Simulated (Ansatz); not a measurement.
V:
```yaml
crystal:
  lattice:
    - [2.18084, 1.25911, 0.80506]
    - [-2.18084, 1.25911, 0.80506]
    - [0.00000, -2.51822, 0.80506]
  atoms:
    - { symbol: V, position: [0.00000, 0.00000, 0.00000] }
```

Relaxed with r²SCAN.

Task: Map the electron localisation function on the plane through (0.000, 0.000, 0.000) spanned by u = [1, 1, 1] and v = [1, 1, -1] in lattice vectors, from DFT-r²SCAN in the program Ansatz with PAW potentials.

Result: x is the fraction of u, y of v (the angle between them is 81°; rows are the nearest grid lines); atoms in the plane: V at (0.00, 0.00), V at (0.50, 0.50).
```
y \ x   0.000  0.0625  0.188  0.250  0.375  0.438  0.562  0.625  0.750  0.812  0.938   1.00
------  -----  ------  -----  -----  -----  -----  -----  -----  -----  -----  -----  -----
1.00    0.667   0.699  0.756  0.679  0.274  0.218  0.218  0.274  0.679  0.756  0.699  0.667
0.923   0.764   0.767  0.691  0.554  0.206  0.195  0.240  0.182  0.367  0.564  0.744  0.764
0.846   0.342   0.384  0.261  0.173  0.168  0.267  0.404  0.327  0.120  0.108  0.247  0.342
0.769   0.213   0.199  0.203  0.222  0.301  0.352  0.441  0.462  0.415  0.355  0.241  0.213
0.692   0.446   0.359  0.175  0.141  0.148  0.149  0.118  0.120  0.246  0.363  0.481  0.446
0.615   0.295   0.203  0.206  0.356  0.644  0.687  0.589  0.441  0.155  0.139  0.304  0.295
0.538   0.238   0.210  0.468  0.662  0.754  0.731  0.739  0.754  0.592  0.372  0.220  0.238
0.462   0.238   0.220  0.372  0.592  0.754  0.739  0.731  0.754  0.662  0.468  0.210  0.238
0.385   0.295   0.304  0.139  0.155  0.441  0.589  0.687  0.644  0.356  0.206  0.203  0.295
0.308   0.446   0.481  0.363  0.246  0.120  0.118  0.149  0.148  0.141  0.175  0.359  0.446
0.231   0.213   0.241  0.355  0.415  0.462  0.441  0.352  0.301  0.222  0.203  0.199  0.213
0.154   0.342   0.247  0.108  0.120  0.327  0.404  0.267  0.168  0.173  0.261  0.384  0.342
0.0769  0.764   0.744  0.564  0.367  0.182  0.240  0.195  0.206  0.554  0.691  0.767  0.764
0.000   0.667   0.699  0.756  0.679  0.274  0.218  0.218  0.274  0.679  0.756  0.699  0.667
```

The density is the valence pseudo-density with augmentation charge, so density and ELF within about 1 Å of a nucleus are not all-electron values.

Space group R-3m (simple rhombohedral). The start of the workflow was typed in or built on a structure type; neither database checked (COD, Materials Project) lists it. It is not the phase usual at ambient conditions (space group No. 229). The r²SCAN relaxation kept the symmetry of its start; its stability against distortions is not shown here. The workflow began spin-polarised and lost its moments. The cell computed holds one magnetic atom, so no antiferromagnetic order was within reach. The volume moved by 25 % from the start of the relaxation.

Potentials: the later of the program's two PAW sets.
